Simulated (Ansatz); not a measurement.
# Structures of Ge₂Sb₃: which is lowest?

Plane-wave DFT in Ansatz with scalar-relativistic PAW potentials, cutoff 420 eV, Γ-centred meshes chosen by cell and gap, Gaussian smearing with energies taken to zero width. Every cell was relaxed (cell and atoms) in a run of its own, within the symmetry of its start. Functional: PBE.

Relaxed structures (starts from databases or built by putting these elements on another compound's sites):
A. R-3m, 5 atoms in the computed cell, a = 4.176 Å, c = 25.549 Å; sites (symmetry × multiplicity) Ge 3m × 6, Sb -3m × 3 + 3m × 6; start: built
B. P-3m1, 5 atoms in the computed cell, a = 4.731 Å, c = 6.956 Å; sites (symmetry × multiplicity) Ge 3m. × 2, Sb -3m. × 1 + 3m. × 2; start: built

Task: Rank them by energy. Could pressure change the order?

Result:
```tsv
structure	group	E − E(lowest) (meV/atom)	V (Å³/atom)	gap on mesh (eV)
A	R-3m	0.0	25.72	0.00
B	P-3m1	150	26.97	0.00
```

A is lowest, 150 meV/atom under B. The lowest is also the densest of these, so pressure wouldn't bring one of the others in at first order. Other structures may lie lower than all of these, and vibrations aren't counted.

Spin-orbit coupling is left out, which matters for the bands of heavy elements.